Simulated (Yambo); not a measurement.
# Excitons in AlPO4

```
AlPO4
1.0
   -2.51036     2.51036     3.68908
    2.51036    -2.51036     3.68908
    2.51036     2.51036    -3.68908
O Al P
4 1 1
Direct
  0.96198   0.59811   0.82493
  0.40189   0.22682   0.36387
  0.77318   0.13705   0.17507
  0.86295   0.03802   0.63613
  0.00000   0.00000   0.00000
  0.75000   0.25000   0.50000
```

The geometry is that of Materials Project entry mp-7848, symmetrised and not relaxed again.

BSE in Yambo on PBEsol (Quantum ESPRESSO, PseudoDojo norm-conserving, 84 Ry, without SOC) bands: 6×6×6 mesh, 8 valence and 5 conduction bands, static screening with 49 bands and a 3 Ry block, scissor 2.98 eV, Tamm-Dancoff; field along x.

| state | energy (eV) | states within 2 meV | relative strength | class | main transitions |
|---|---|---|---|---|---|
| 1 | 7.50 | 2 | 0.01 | weak | several band pairs |
| 2 | 7.90 | 1 | < 0.01 | dark | VB−2 → CB (76 %) |
| 3 | 8.32 | 2 | 0.01 | weak | several band pairs |
| 4 | 8.44 | 1 | < 0.01 | dark | VB → CB (71 %) |
| 5 | 8.46 | 1 | < 0.01 | dark | VB → CB (86 %) |
| 6 | 8.49 | 2 | 0.06 | weak | several band pairs |

These are vertical excitations (zero momentum). The direct quasiparticle gap on this mesh is 8.85 eV; counted from there, state 1 is bound by 1.35 eV. On a 4×4×4 mesh the same difference is 1.41 eV.

Spin singlets only. Strengths are relative to the strongest of the lowest states of this run; strong means a line over 3 % of the spectrum's maximum, dark under 0.03 %. Absolute energies carry the error of the G0W0 scissor, whose convergence isn't established; the long-wavelength screening was taken along (1,1,1) although the crystal is anisotropic.
